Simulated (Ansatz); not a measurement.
The relaxed structure here is a generated cell of Y2Ge: the first start was made by placing the elements on the sites of a structure type, and the end was not matched to a known phase here, so it may be hypothetical.

The start is a generated cell, Y2Ge built in the AFLOW prototype AB2_cF48_227_c_e (as in Ti2C). The cell and all atomic positions are relaxed at zero pressure with r2SCAN (plane waves to 500 eV, PAW, scalar-relativistic; Ansatz, a first-principles code). The first steps use a 5×5×5 k-mesh.

The start:
```
CELL_PARAMETERS angstrom
      0.00000     5.37759     5.37759
      5.37759     0.00000     5.37759
      5.37759     5.37759     0.00000
ATOMIC_POSITIONS crystal
  Ge 0.62500 0.62500 0.62500
  Ge 0.12500 0.62500 0.62500
  Ge 0.62500 0.12500 0.62500
  Ge 0.62500 0.62500 0.12500
  Y  0.87000 0.87000 0.87000
  Y  0.39000 0.87000 0.87000
  Y  0.87000 0.39000 0.87000
  Y  0.87000 0.87000 0.39000
  Y  0.38000 0.38000 0.38000
  Y  0.86000 0.38000 0.38000
  Y  0.38000 0.86000 0.38000
  Y  0.38000 0.38000 0.86000
```

### Question
What is the largest force in the starting geometry, and on which atom (counted from 1)?

### Answer
2.63 eV/Å, on Y5, Y6, Y7, Y8, Y9, Y10, Y11, Y12 (atoms numbered as listed).

### Question
Is the relaxed structure metallic? Give its gap.

### Answer
No gap (metallic).

The space group stays Fd-3m (No. 227) (the run could not lower it); the end is AFLOW prototype AB2_cF48_227_c_e (as in Ti2C), with 12 atoms in the primitive cell. Final values are on a 6×6×6 k-mesh of the relaxed cell. No spin polarisation in the result.

The run could not lose the symmetry of its start, so the end can be a saddle point.
